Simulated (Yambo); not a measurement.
## Optical response of RbO₂H₃

```xyz
12
Lattice="2.1105 -5.4373 0.0000 2.1105 5.4373 0.0000 0.0000 0.0000 5.9398" Properties=species:S:1:pos:R:3 pbc="T T T"
H      2.1105    -0.1130     5.8115
H      2.1105     0.1130     2.8416
H      3.4063     1.1734     4.1611
H      0.8147    -1.1734     1.1912
H      0.8147     1.1734     4.1611
H      3.4063    -1.1734     1.1912
O      2.1105     3.7125     1.4527
O      2.1105    -3.7125     4.4226
O      2.1105    -0.3632     0.8104
O      2.1105     0.3632     3.7803
Rb     2.1105     3.7661     4.3680
Rb     2.1105    -3.7661     1.3981
```

Yambo, RPA with local fields on PBEsol bands; 4×4×4 mesh, 103 bands, 3 Ry local-field block, 0.2 eV broadening; field along x.

```csv
E (eV),Im ε,Re ε,"Im ε, independent particles"
0.0,0.00,2.46,0.00
0.6,0.00,2.46,0.00
1.2,0.01,2.48,0.01
1.9,0.01,2.51,0.01
2.5,0.02,2.56,0.02
3.1,0.03,2.63,0.03
3.8,0.04,2.73,0.05
4.4,0.11,2.93,0.11
5.0,0.30,3.10,0.31
5.6,0.50,3.07,0.51
6.2,0.83,3.17,0.86
6.9,1.17,2.99,1.19
7.5,1.54,2.93,1.64
8.1,1.67,2.12,1.67
8.8,1.18,2.12,1.23
9.4,1.12,2.27,1.21
10.0,1.22,2.11,1.36
10.6,1.25,2.28,1.44
11.2,1.43,2.22,1.69
11.9,1.39,2.38,1.66
12.5,1.79,1.96,2.03
13.1,1.73,2.11,2.00
13.8,2.06,1.90,2.32
14.4,2.51,1.45,2.58
15.0,1.95,0.74,2.13
15.6,1.69,0.70,2.91
16.2,1.44,0.72,2.78
16.9,1.29,0.72,2.32
17.5,1.38,0.69,2.35
18.1,1.22,0.79,2.59
18.8,1.25,0.55,1.98
19.4,0.95,0.66,2.12
20.0,0.87,0.65,1.43
```

Structure narrower than a few tenths of an eV can come from the finite k mesh. Convergence of the RPA response with its 4×4×4 mesh was not tested. No excitonic effects at this level.

Geometry of the Materials Project entry, not relaxed at this level.

The structure is a Materials Project entry; no match was found in the copy of COD used, and its stability was not checked.
